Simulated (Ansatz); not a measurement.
**Y2BiO2: computed properties**

These are results of DFT r2SCAN, scalar-relativistic, plane waves, PAW in Ansatz 0.2.0, not measurements.

Plane waves to 500 eV, a k mesh through Γ of 14×14×14 on the computed 5-atom cell and Gaussian smearing (0.10 eV); no spin polarisation.

The structure is relaxed at this level of theory with its symmetry kept. Whether it is the stable form of this composition wasn't checked.

```
CELL_PARAMETERS angstrom
-1.93369 1.93369 6.74822
1.93369 -1.93369 6.74822
1.93369 1.93369 -6.74822
ATOMIC_POSITIONS crystal
Y 0.66853 0.66853 0.00000
Y 0.33147 0.33147 0.00000
Bi 0.00000 0.00000 0.00000
O 0.75000 0.25000 0.50000
O 0.25000 0.75000 0.50000
```

Question: Density of states at the Fermi level?

Answer: 0.59 states/eV per cell.

Question: Löwdin character within 0.5 eV of the Fermi level?

Answer: Bi 6p 71 %, Y 4d 18 %.

Question: Bulk modulus?

Answer: 74 GPa.

Question: Its pressure derivative?

Answer: 4.3.

Question: Bader charges (e)?

Answer: Y (2 in the cell) 2.08, Bi (1 in the cell) -1.28, O (2 in the cell) -1.44.

Spin-orbit coupling is left out, which matters for the bands of heavy elements. Spin polarisation was left out, and a magnetic state may lie lower.